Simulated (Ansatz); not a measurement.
Input and command of a plane-wave DFT calculation in Ansatz:

```yaml
crystal:
  lattice:
    - [-2.2744525, 3.0462125, 3.7585]
    - [2.2744525, -3.0462125, 3.7585]
    - [2.2744525, 3.0462125, -3.7585]
  atoms:
    - { symbol: Cs, position: [0.25, 0.25, 0.0] }
    - { symbol: Cs, position: [0.75, 0.75, 0.0] }
    - { symbol: O, position: [0.62, 0.0, 0.62] }
    - { symbol: O, position: [0.38, 0.0, 0.38] }
basis:
  ecutwfc: 420
kpoints:
  mp_grid: { grid: [8, 8, 8] }
hamiltonian:
  xc: lda
scf:
  occupations: { method: gaussian, width: 0.05 }
output:
  forces: true
  stress: true
  eigenvalues: true
```

```bash
ansatz run input.yaml --threads 1 --pin off --max-ram 2560MiB --backend cpu --events-out ev --progress --plain --runs-dir out
```

Processor: Arm Neoverse V2, 1 thread, on a host shared with other jobs.

Question: How long does it run, and how much memory does it take?

Answer: About 10 s on 1 thread of Arm Neoverse V2 (shared host), peak memory 0.42 GiB. It solves 19 bands at 95 k points (the mesh reduced by symmetry) with about 2009 plane waves, in 7 SCF iterations.
